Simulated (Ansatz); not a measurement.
I:
```yaml
crystal:
  lattice:
    - [3.87112, -2.31745, 0.00000]
    - [3.87112, 2.31745, 0.00000]
    - [0.00000, 0.00000, 9.85657]
  atoms:
    - { symbol: I, position: [0.84479, 0.15521, 0.11998] }
    - { symbol: I, position: [0.15521, 0.84479, 0.88002] }
    - { symbol: I, position: [0.34479, 0.65521, 0.38002] }
    - { symbol: I, position: [0.65521, 0.34479, 0.61998] }
```

Relaxed with r²SCAN.

Problem. Which orbitals make up the states near the band edges in plane-wave PAW r²SCAN (Ansatz code)?

Solution. Top 1 eV of the valence band: I 5p 99 %. Bottom 1 eV of the conduction band: I 5p 96 %. Projections are on Löwdin-orthogonalised atomic valence shells; empty p or d shells of many metals are not among them.

Problem. Tabulate the density of states.

Solution. States/eV per cell of 4 atoms, in 0.25 eV bins, energy from the valence-band maximum.

```csv
E (eV),total,I 5p,I 5s
-7.85,0.00,0.00,0.00
-7.60,0.00,0.00,0.00
-7.35,0.00,0.00,0.00
-7.10,0.00,0.00,0.00
-6.85,0.00,0.00,0.00
-6.60,0.00,0.00,0.00
-6.35,0.00,0.00,0.00
-6.10,0.00,0.00,0.00
-5.85,0.00,0.00,0.00
-5.60,0.00,0.00,0.00
-5.35,0.00,0.00,0.00
-5.10,0.00,0.00,0.00
-4.85,0.00,0.00,0.00
-4.60,3.42,3.33,0.06
-4.35,6.01,5.79,0.16
-4.10,2.67,2.54,0.10
-3.85,1.83,1.72,0.09
-3.60,1.27,1.19,0.07
-3.35,1.34,1.28,0.05
-3.10,2.67,2.62,0.04
-2.85,3.94,3.86,0.06
-2.60,4.28,4.18,0.07
-2.35,4.14,4.05,0.05
-2.10,4.98,4.90,0.05
-1.85,6.71,6.61,0.05
-1.60,4.53,4.47,0.03
-1.35,3.79,3.71,0.05
-1.10,6.02,5.88,0.09
-0.85,5.52,5.44,0.05
-0.60,7.19,7.10,0.04
-0.35,7.78,7.69,0.05
-0.10,1.92,1.89,0.01
0.15,0.00,0.00,0.00
0.40,0.00,0.00,0.00
0.65,0.00,0.00,0.00
0.90,0.00,0.00,0.00
1.15,0.11,0.10,0.00
1.40,2.31,2.18,0.09
1.65,4.10,3.90,0.11
1.90,5.29,5.07,0.09
2.15,3.91,3.78,0.05
2.40,0.28,0.28,0.00
2.65,0.00,0.00,0.00
2.90,0.00,0.00,0.00
3.15,0.00,0.00,0.00
3.40,0.00,0.00,0.00
3.65,0.00,0.00,0.00
3.90,0.00,0.00,0.00
4.15,0.00,0.00,0.00
4.40,0.00,0.00,0.00
4.65,0.00,0.00,0.00
4.90,0.00,0.00,0.00
5.15,0.00,0.00,0.00
5.40,0.00,0.00,0.00
5.65,0.15,0.00,0.00
5.90,1.20,0.01,0.00
```

Space group Cmce (molecular I2 type). The r²SCAN relaxation kept the symmetry of its start. A crystal of weakly bound units computed without a dispersion correction: the cell and the soft elastic constants depend strongly on that. Spin–orbit coupling is left out wherever it is not named.

Potentials: the earlier of the program's two PAW sets.
